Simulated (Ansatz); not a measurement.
Values for one crystal, relaxed and computed with DFT-LDA in the program Ansatz with PAW potentials; other levels are named.

| Item | Result |
|---|---|
| Volume per atom | 21.77 Å³ |
| Electronic character | metallic (no gap) |
| Density of states at the Fermi level | 0.46 states/eV per atom (mean over ±0.08 eV) |
| Bulk modulus (Birch–Murnaghan fit) | 38.9 GPa |
| Elastic constants (relaxed ions, GPa) | C11 = 47.7, C12 = 34.4, C44 = 25.4 |
| Hill bulk and shear moduli | 38.8 and 14.9 GPa |
| Poisson's ratio | 0.33 |

Q: Which of these materials gives this?
A) Os, fcc (Cu type)
B) Mg, fcc (Cu type)
C) Y, fcc (Cu type)
D) Ba, fcc (Cu type)

A: B, Mg, fcc (Cu type)

Space group Fm-3m (fcc (Cu type)). The first step of the workflow began from a Materials Project structure, measured or hypothetical; the Crystallography Open Database copy checked does not list it. It is not the phase usual at ambient conditions (space group No. 194). The LDA relaxation kept the symmetry of its start; its stability against distortions is not shown here. As this level gives no gap, shear constants depend on the k-mesh and smearing (Fermi–Dirac, 0.1 eV here).

Potentials: the later of the program's two PAW sets.
